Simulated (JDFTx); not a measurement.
An input for JDFTx (a modified build) (Pt(111), linear PCM (GLSSA13), water, 1 M NaF; bohr, hartree) and the course of its log:

```
lattice \
  5.2689874820 2.6344937410 0.0000000000 \
  0.0000000000 4.5630770189 0.0000000000 \
  0.0000000000 0.0000000000 43.0857556415
coords-type Lattice
ion Pt 0.0000000000 0.0000000000 -0.1497749150 0
ion Pt 0.3333333333 0.3333333333 -0.0499249720 0
ion Pt 0.6666666667 0.6666666667 0.0499249720 0
ion Pt 0.0000000000 0.0000000000 0.1497749150 0
ion-species pseudo/pt_pbe_v1.4.upf
elec-cutoff 20 100
elec-ex-corr gga-PBE
coulomb-interaction Slab 001
coulomb-truncation-embed 0 0 0
kpoint-folding 8 8 1
elec-smearing Fermi 0.01
elec-n-bands 43
target-mu -0.179704
electronic-scf nIterations 100 energyDiffThreshold 1e-07 mixedVariable Potential
fluid LinearPCM
pcm-variant GLSSA13
fluid-solvent H2O
fluid-cation Na+ 1
fluid-anion F- 1
fluid-minimize nIterations 400 knormThreshold 1e-11
wavefunction read f0.wfns
elec-initial-eigenvals f0.eigenvals
elec-initial-fillings read f0.fillings
fluid-initial-state f0.fluidState
dump-name f0_u0.$VAR
dump End State Ecomponents EigStats BandEigs Forces ElecDensity IonicPositions Fillings Kpoints Dtot FluidDebug BoundCharge FluidDensity
```

```
[one cycle in 5 is shown, and the last three; fluid-solver lines are left out]
	FillingsUpdate:  mu: -0.179704000  nElectrons: 66.191017
SCF: Cycle:  0   G: -341.356476462719172   dG: +2.948e+00   |Residual|: 6.892e-01   |deigs|: 1.229e-06
	FillingsUpdate:  mu: -0.179704000  nElectrons: 53.622777
SCF: Cycle:  5   G: -268.039812955763523   dG: +1.742e+01   |Residual|: 9.966e+00   |deigs|: 9.100e-03
	FillingsUpdate:  mu: -0.179704000  nElectrons: 54.001700
SCF: Cycle: 10   G: -272.962763457699111   dG: -1.829e+00   |Residual|: 9.729e+00   |deigs|: 7.764e-04
	FillingsUpdate:  mu: -0.179704000  nElectrons: 86.000000
SCF: Cycle: 15   G: -68.696169364969052   dG: +2.719e+01   |Residual|: 4.018e+01   |deigs|: 3.602e+00
	FillingsUpdate:  mu: -0.179704000  nElectrons: 86.000000
SCF: Cycle: 20   G: +464.266288412626977   dG: +1.804e+02   |Residual|: 5.210e+01   |deigs|: 1.434e+00
	FillingsUpdate:  mu: -0.179704000  nElectrons: 86.000000
SCF: Cycle: 25   G: +2024.495908675662577   dG: +3.383e+02   |Residual|: 3.272e+02   |deigs|: 9.850e+00
	FillingsUpdate:  mu: -0.179704000  nElectrons: 86.000000
SCF: Cycle: 30   G: +1521.195609228584090   dG: -2.165e+02   |Residual|: 3.914e+02   |deigs|: 3.564e+00
	FillingsUpdate:  mu: -0.179704000  nElectrons: 86.000000
SCF: Cycle: 35   G: +1152.645646900469046   dG: -2.986e+02   |Residual|: 7.074e+02   |deigs|: 5.065e+01
	FillingsUpdate:  mu: -0.179704000  nElectrons: 86.000000
SCF: Cycle: 40   G: +1758.840593016333969   dG: +1.006e+02   |Residual|: 5.278e+02   |deigs|: 3.638e+01
	FillingsUpdate:  mu: -0.179704000  nElectrons: 86.000000
SCF: Cycle: 45   G: +1377.331205609996232   dG: -5.440e+00   |Residual|: 5.588e+02   |deigs|: 1.239e+01
	FillingsUpdate:  mu: -0.179704000  nElectrons: 86.000000
SCF: Cycle: 50   G: +1410.984795477787884   dG: -1.208e+02   |Residual|: 3.238e+02   |deigs|: 3.478e+01
	FillingsUpdate:  mu: -0.179704000  nElectrons: 86.000000
SCF: Cycle: 55   G: +991.569709128049908   dG: -1.171e+02   |Residual|: 7.275e+02   |deigs|: 8.569e+00
	FillingsUpdate:  mu: -0.179704000  nElectrons: 86.000000
SCF: Cycle: 60   G: +1018.755231715439550   dG: -1.892e+01   |Residual|: 1.148e+03   |deigs|: 2.634e+01
	FillingsUpdate:  mu: -0.179704000  nElectrons: 86.000000
SCF: Cycle: 65   G: +952.424330607396769   dG: -1.474e+02   |Residual|: 8.001e+02   |deigs|: 8.363e+01
	FillingsUpdate:  mu: -0.179704000  nElectrons: 86.000000
SCF: Cycle: 70   G: +1091.291150986069397   dG: -2.084e+02   |Residual|: 5.353e+02   |deigs|: 2.246e+01
	FillingsUpdate:  mu: -0.179704000  nElectrons: 86.000000
SCF: Cycle: 75   G: +794.554909147378567   dG: -2.318e+01   |Residual|: 1.597e+02   |deigs|: 8.899e+01
	FillingsUpdate:  mu: -0.179704000  nElectrons: 86.000000
SCF: Cycle: 80   G: +1461.043581219069438   dG: +7.066e+02   |Residual|: 4.138e+02   |deigs|: 1.254e+02
	FillingsUpdate:  mu: -0.179704000  nElectrons: 86.000000
SCF: Cycle: 85   G: +886.880584981875927   dG: -5.227e+01   |Residual|: 3.607e+02   |deigs|: 6.889e+01
	FillingsUpdate:  mu: -0.179704000  nElectrons: 86.000000
SCF: Cycle: 90   G: +755.190672328688152   dG: -7.645e+01   |Residual|: 1.462e+02   |deigs|: 2.494e+01
	FillingsUpdate:  mu: -0.179704000  nElectrons: 86.000000
SCF: Cycle: 95   G: +687.492835464702011   dG: -7.296e+00   |Residual|: 2.250e+02   |deigs|: 4.554e+00
	FillingsUpdate:  mu: -0.179704000  nElectrons: 86.000000
SCF: Cycle: 97   G: +675.037895839227531   dG: -5.678e+00   |Residual|: 2.543e+02   |deigs|: 1.905e+01
	FillingsUpdate:  mu: -0.179704000  nElectrons: 86.000000
SCF: Cycle: 98   G: +698.953805804907915   dG: +2.392e+01   |Residual|: 2.294e+02   |deigs|: 2.127e+01
	FillingsUpdate:  mu: -0.179704000  nElectrons: 86.000000
SCF: Cycle: 99   G: +689.088991226640474   dG: -9.865e+00   |Residual|: 2.274e+02   |deigs|: 9.677e+00
SCF: None of the convergence criteria satisfied after 100 iterations.
IonicMinimize: Iter:   0  G: +689.088991226640474  |grad|_K:  0.000e+00
IonicMinimize: Converged (|grad|_K<1.000000e-04).
```

This run gave no converged result. The electronic loop ended without meeting its threshold, so the last energy, electron count and forces aren't results.
